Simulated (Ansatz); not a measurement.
Si2BAs in space group R3m (No. 160; B on 3a, As on 3a, Si on 3a, Si on 3a), PBE (plane waves, PAW; program Ansatz), all energies at zero smearing, with the estimated change up to a 700 eV cutoff added, with one set of potentials and settings (totals compare only within such a set). Cell of 4 atoms (1 B, 1 As, 2 Si): -6283.163 eV.

| element | reference phase | E (eV/atom) |
|---|---|---|
| B | R-3m, 12 atoms in the cell | -155.9170 |
| As | R-3m, 2 atoms in the cell | -4856.1443 |
| Si | Fd-3m, 2 atoms in the cell | -635.8114 |

Formation energy per atom, worked out: (-6283.163 − 1×(-155.9170) − 1×(-4856.1443) − 2×(-635.8114))/4 = 0.130 eV/atom (13 kJ per mol of atoms), at 0 K, without zero-point energy or fitted corrections.

The start of the workflow was typed in or built on a structure type; neither database checked (COD, Materials Project) lists it. Its standing as an ambient phase is unchecked. The cell was relaxed with PBE under the symmetry of its start; whether a distortion lowers the energy is not shown. The volume moved by 19 % from the start of the relaxation. The references are the lowest solids computed at this level, not always the standard phases.

Potentials: the earlier of the program's two PAW sets.
